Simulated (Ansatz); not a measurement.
ZrC:
```
CELL_PARAMETERS angstrom
      3.35372     0.00000     0.00000
     -1.67686     2.90441     0.00000
      0.00000     0.00000     5.21579
ATOMIC_POSITIONS crystal
  Zr 0.33333 0.66667 0.25000
  Zr 0.66667 0.33333 0.75000
  C  0.00000 0.00000 0.00000
  C  0.00000 0.00000 0.50000
```

Relaxed with PBEsol. Special points in fractions of this cell's reciprocal vectors: Γ (0.000, 0.000, 0.000); M (0.500, 0.000, 0.000); K (0.333, 0.333, 0.000); A (0.000, 0.000, 0.500); L (0.500, 0.000, 0.500); H (0.333, 0.333, 0.500).

**Question.** List the band energies nearest the Fermi level at these points for plane-wave PAW PBEsol with spin–orbit coupling (Ansatz code).

**Answer.** In eV from the Fermi level; about four levels below and three above (degenerate sets whole), none deeper than 8.9 eV; points with the same levels are listed once.

```
k                    below                above
-  -----------------------  -------------------
Γ  -1.26 -1.26 -1.24 -1.24  0.84 0.84 1.10 1.10
M  -1.67 -1.67 -0.87 -0.87  1.50 1.50 4.12 4.12
K  -3.32 -3.32 -3.32 -3.32  0.50 0.50 0.92 0.92
A  -2.64 -2.64 -2.64 -2.64  3.43 3.43 3.43 3.43
L  -2.28 -2.28 -2.28 -2.28  1.40 1.40 1.40 1.40
H  -1.95 -1.95 -1.81 -1.81  1.65 1.65 1.72 1.72
```

Space group P6_3/mmc (NiAs type). The first step of the workflow began from a Materials Project structure, measured or hypothetical; the Crystallography Open Database copy checked does not list it. It is not the phase usual at ambient conditions (space group No. 225). The cell was relaxed with PBEsol under the symmetry of its start; its stability against distortions is not shown here. The run is not spin-polarised.

Potentials: the later of the program's two PAW sets.
